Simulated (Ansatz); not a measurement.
Consider the following.

Mo2N:
```yaml
crystal:
  lattice:
    - [1.43696, 0.82963, 4.92560]
    - [-1.43696, 0.82963, 4.92560]
    - [0.00000, -1.65926, 4.92560]
  atoms:
    - { symbol: Mo, position: [0.24323, 0.24323, 0.24323] }
    - { symbol: Mo, position: [0.75677, 0.75677, 0.75677] }
    - { symbol: N, position: [0.00000, 0.00000, 0.00000] }
```

This is the PBEsol-relaxed structure.

Problem. All from DFT-PBEsol in the program Ansatz with PAW potentials, unless another level is named. Give the highest zone-centre frequency.

Solution. 632 cm⁻¹.

Problem. Give the bulk modulus (Birch–Murnaghan fit).

Solution. 329 GPa.

Space group R-3m. The first step of the workflow began from a Materials Project structure, measured or hypothetical; the Crystallography Open Database copy checked does not list it. COD files the formula under space group No. 141, so this cell is another polymorph or a model. Its standing as an ambient phase is unchecked. The cell was relaxed with PBEsol under the symmetry of its start; of distortions, only those at the zone centre were tested. The run is not spin-polarised. With an odd number of electrons in the cell and no spin polarisation, the count alone makes it a metal. As this level gives no gap, phonon frequencies hold no LO–TO term and depend on the k-mesh and smearing (Fermi–Dirac, 0.1 eV here).

Potentials: the earlier of the program's two PAW sets.
